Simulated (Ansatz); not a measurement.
ZnO (wurtzite, P6_3mc), the program Ansatz at the r²SCAN level (PAW). The conduction-band minimum lies at Γ, with 1 equivalent valley. Second derivatives d²E/dk² of the lowest band at one valley (eV·Å²), along Cartesian directions:

| direction | d²E/dk² |
|---|---|
| [100] | 40.04 |
| [010] | 40.04 |
| [001] | 40.42 |
| [110] | 40.04 |
| [101] | 40.24 |
| [011] | 40.24 |

Q: Find the principal effective masses, the density-of-states mass and the conductivity mass.

A: Off-diagonal terms follow from H_xy = H[110] − (H_xx + H_yy)/2, and m*/mₑ = 7.620 eV·Å² over each eigenvalue: 0.19, 0.19, 0.19. One valley's DOS mass (m₁m₂m₃)^(1/3) = 0.19, conductivity mass 3/(Σ 1/mᵢ) = 0.19 mₑ.

Q: What effective density of states Nc follows at 300 K for parabolic valleys?

A: Nc = 2.509e19 × 1 × (0.19)^(3/2) ≈ 2.1e18 cm⁻³.

Q: With the computed static dielectric constant 9.10 (mean of the diagonal), estimate a hydrogenic donor's binding energy and radius.

A: E = 13.606 eV × 0.19/9.10² ≈ 31 meV; a = 0.529 Å × ε/m* ≈ 25 Å. Semilocal masses tend to be too small where the gap is.

The r²SCAN relaxation kept the symmetry of its start; phonons on a q-mesh show no instability.

Potentials: the later of the program's two PAW sets.
